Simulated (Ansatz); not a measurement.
The relaxed structure here is a generated cell of Ta: the first start was made by placing the elements on the sites of a structure type, and the end was not matched to a known phase here, so it may be hypothetical. Known forms of Ta include space group No. 229.

A relaxed cell of Ta (P6₃/mmc (No. 194)), relaxed on a k-mesh at least as fine as the one used below. These are PBEsol (plane waves to 420 eV, PAW, scalar-relativistic; Ansatz, an electronic-structure program) values and carry that method's errors. Γ-centred k-mesh 13×13×4 on the run's cell (coarser than for final values), Fermi–Dirac smearing 0.05 eV.

```
Ta
1.0
    2.90511     0.00000     0.00000
   -1.45256     2.51590     0.00000
    0.00000     0.00000     9.94300
Ta
4
Cartesian
  0.00000   0.00000   0.00000
  0.00000   0.00000   4.97150
  0.00000   1.67727   2.48575
  1.45256   0.83863   7.45725
```

The atoms are displaced along an unstable phonon of this cell by (Å):

```tsv
atom	ux	uy	uz
Ta1	0.000	-0.150	0.000
Ta2	0.000	-0.150	0.000
Ta3	0.000	0.150	0.000
Ta4	0.000	0.150	0.000
```

Task: What forces (eV/Å) and pressure result?

Result: 
```
atom    Fx     Fy     Fz
----  ----  -----  -----
Ta1   0.00  -0.23   0.10
Ta2   0.00  -0.23  -0.10
Ta3   0.00   0.49   0.00
Ta4   0.00  -0.04   0.00
```

Pressure -0.3 GPa.

The undisplaced cell is probably no minimum: from this displacement the run went on to Im-3m (No. 229), 0.27 eV/atom below it.

No spin polarisation in the result.
